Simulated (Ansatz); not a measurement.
Relaxed-ion elastic tensor of Y (hcp (Mg type), P6_3/mmc) in GPa (Voigt order), the program Ansatz at the LDA level (PAW); density 4.93 g/cm³, 29.92 Å³ per atom.

|  | 1 | 2 | 3 | 4 | 5 | 6 |
|---|---|---|---|---|---|---|
| 1 | 78.7 | 26.1 | 27.1 | 0.0 | 0.0 | 0.0 |
| 2 | 26.1 | 78.7 | 27.1 | 0.0 | 0.0 | 0.0 |
| 3 | 27.1 | 27.1 | 88.0 | 0.0 | 0.0 | 0.0 |
| 4 | 0.0 | 0.0 | 0.0 | 26.1 | 0.0 | 0.0 |
| 5 | 0.0 | 0.0 | 0.0 | 0.0 | 26.1 | 0.0 |
| 6 | 0.0 | 0.0 | 0.0 | 0.0 | 0.0 | 26.3 |

Problem. Is the crystal mechanically stable?

Solution. Yes: the smallest eigenvalue of C is 26.1 GPa.

Problem. Work out the Voigt, Reuss and Hill averages.

Solution. K_V = 45.1, K_R = 45.0, K_H = 45.0; G_V = 26.7, G_R = 26.7, G_H = 26.7 GPa.

Problem. Give Young's modulus, Poisson's ratio, Pugh's ratio and the universal anisotropy index.

Solution. E = 9KG/(3K + G) = 66.9 GPa; ν = 0.25; K/G = 1.69 (near the Pugh limit of 1.75, no verdict); A_U = 5G_V/G_R + K_V/K_R − 6 = 0.01.

Problem. Estimate the sound speeds and the Debye temperature.

Solution. v_l = √((K + 4G/3)/ρ) = 4040 m/s, v_t = √(G/ρ) = 2330 m/s, mean 2580 m/s; Θ = (h/k)(3n/4πV)^(1/3) v_m = 248 K.

Problem. Solve the Christoffel equation for the three sound speeds along x, y, z.

Solution. Eigenvalues of C_ijkl n_j n_l equal ρv². In km/s, slowest first: x 2.30, 2.31, 3.99; y 2.30, 2.31, 3.99; z 2.30, 2.30, 4.22.

Problem. How much does each axis shrink under pressure?

Solution. Linear compressibilities β_i = Σ_j S_ij (j = 1 to 3): x 7.9, y 7.9, z 6.5 per TPa.

The cell was relaxed with LDA under the symmetry of its start. No spin polarisation was allowed. As this level gives no gap, shear constants depend on the k-mesh and smearing (Fermi–Dirac, 0.1 eV here). On the denser mesh and wider smearing of the elastic run this cell carries a stress of 0.4 GPa.

Potentials: the later of the program's two PAW sets.
